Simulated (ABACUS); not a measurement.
A self-consistent single point of TePb₂S (R-3m, 4 atoms in the cell; from Materials Project mp-1217283, changed as shown).

```yaml
crystal:
  lattice:
    - [2.18910, 1.26388, 7.15246]
    - [-2.18910, 1.26388, 7.15246]
    - [0.00000, -2.52775, 7.15246]
  atoms:
    - { symbol: Te, position: [0.50000, 0.50000, 0.50000] }
    - { symbol: Pb, position: [0.74172, 0.74172, 0.74172] }
    - { symbol: Pb, position: [0.25828, 0.25828, 0.25828] }
    - { symbol: S, position: [0.00000, 0.00000, 0.00000] }
```

All values come from this method and carry its errors: LDA (PW92), PseudoDojo 0.4 standard norm-conserving LDA (tails mended) pseudopotentials (plane waves; ABACUS).

ABACUS settings:

```
setting                                                               value
---------------  ----------------------------------------------------------
KPT                                                       Gamma 4 4 4 0 0 0
basis_type                                                               pw
dft_functional                                                        PWLDA
ecutwfc                                                             82.3 Ry
smearing_method                                                    gaussian
smearing_sigma                                                0.00146997 Ry
potentials       PseudoDojo 0.4 standard norm-conserving LDA (tails mended)
symmetry                                                                  1
symmetry_prec                                                         1e-05
ks_solver                                                                cg
scf_nmax                                                                100
scf_thr                                                          1.0e-09 Ry
mixing_type                                                           pulay
```

Question: Estimate, at this level of theory: gap on the k-point mesh and pressure.

Answer: The run gave:

* **Gap on the k-point mesh**: 0.43 eV
* **Pressure**: -2.10 GPa

Gaps are taken between levels on the mesh.

For comparison: a first run was changed to give this one (volume scaled by 0.96), and from it to this one the free energy drops by 23.1 meV/atom, the pressure goes from -3.84 to -2.10 GPa, the largest force goes from 0.028 to 0.011 eV/Å and the gap on the mesh goes from 0.535 to 0.427 eV.

Spin-orbit coupling is left out, which matters for bands and gaps with elements this heavy. The structure comes from a collection of computed structures, made at another level of theory; the collection holds predicted forms beside known ones. Its lattice was then scaled.

Cost on one core: roughly 13 core-minutes.

“Tails mended”: in these copies of the files the far tail of each local potential was reset to the Coulomb form.
